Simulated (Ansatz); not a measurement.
A geometry of Al2O3 away from equilibrium: step 4 of the relaxation of a generated cell, Al2O3 placed in the AFLOW prototype A2B3_tP10_127_g_ah (D5_a). Method: PBEsol (plane waves to 420 eV, PAW, scalar-relativistic; Ansatz, a program for electronic structure). Γ-centred k-mesh 4×4×8 on the run's cell (coarser than for final values), Fermi–Dirac smearing 0.05 eV. The plane waves were selected for a different cell earlier on the path.

```xyz
10
Lattice="5.4190 0.0000 0.0000 0.0000 5.4190 0.0000 0.0000 0.0000 2.7571" Properties=species:S:1:pos:R:3 pbc="T T T"
O      0.0000     0.0000     0.0000
O      2.7095     2.7095     0.0000
O      0.7450     3.4545     1.3785
O      3.4545     4.6740     1.3785
O      1.9645     0.7450     1.3785
O      4.6740     1.9645     1.3785
Al     1.7723     4.4818     0.0000
Al     4.4818     3.6468     0.0000
Al     0.9373     1.7723     0.0000
Al     3.6468     0.9373     0.0000
```

Task: What forces act on the atoms (eV/Å)?

Result: 
| atom | Fx | Fy | Fz |
|---|---|---|---|
| O1 | 0.00 | 0.00 | 0.00 |
| O2 | 0.00 | 0.00 | 0.00 |
| O3 | 1.04 | 1.04 | 0.00 |
| O4 | 1.04 | -1.04 | 0.00 |
| O5 | -1.04 | 1.04 | 0.00 |
| O6 | -1.04 | -1.04 | 0.00 |
| Al7 | -1.20 | -1.20 | 0.00 |
| Al8 | -1.20 | 1.20 | 0.00 |
| Al9 | 1.20 | -1.20 | 0.00 |
| Al10 | 1.20 | 1.20 | 0.00 |

The path ends in P4/mbm (No. 127). No spin polarisation in the result.

The run could not lower the symmetry of its start; a shaken copy of this end point relaxes with PBEsol to C2 (No. 5), 0.695 eV/atom lower.

The end of the path is a generated cell of Al2O3: the first start was made by placing the elements on the sites of a structure type, and the end was not matched to a known phase here, so it may be hypothetical. Known forms of Al2O3 include space group No. 167.
